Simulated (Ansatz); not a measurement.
Mo:
```yaml
crystal:
  lattice:
    - [-1.55566, 1.55566, 1.55566]
    - [1.55566, -1.55566, 1.55566]
    - [1.55566, 1.55566, -1.55566]
  atoms:
    - { symbol: Mo, position: [0.00000, 0.00000, 0.00000] }
```

Relaxed with LDA. Special points in fractions of this cell's reciprocal vectors: Γ (0.000, 0.000, 0.000); H (0.500, -0.500, 0.500); N (0.000, 0.000, 0.500); P (0.250, 0.250, 0.250).

Q: List the band energies nearest the Fermi level at these points for LDA (plane waves, PAW; program Ansatz).

A: In eV from the Fermi level; about four levels below and three above (degenerate sets whole), none deeper than 8.9 eV; … stands for higher levels left out; points with the same levels are listed once.

```json
[
 {"k": "Γ", "below": "-7.40 -1.48 -1.48 -1.48", "above": "…"},
 {"k": "H", "below": "-5.78 -5.78", "above": "…"},
 {"k": "N", "below": "-5.59 -3.62", "above": "1.72 1.77 …"},
 {"k": "P", "below": "-2.73 -2.73 -2.73", "above": "…"}
]
```

Space group Im-3m (bcc (W type)). Symmetry was held in the LDA relaxation. The run is not spin-polarised. Spin–orbit coupling is left out wherever it is not named.

Potentials: the later of the program's two PAW sets.
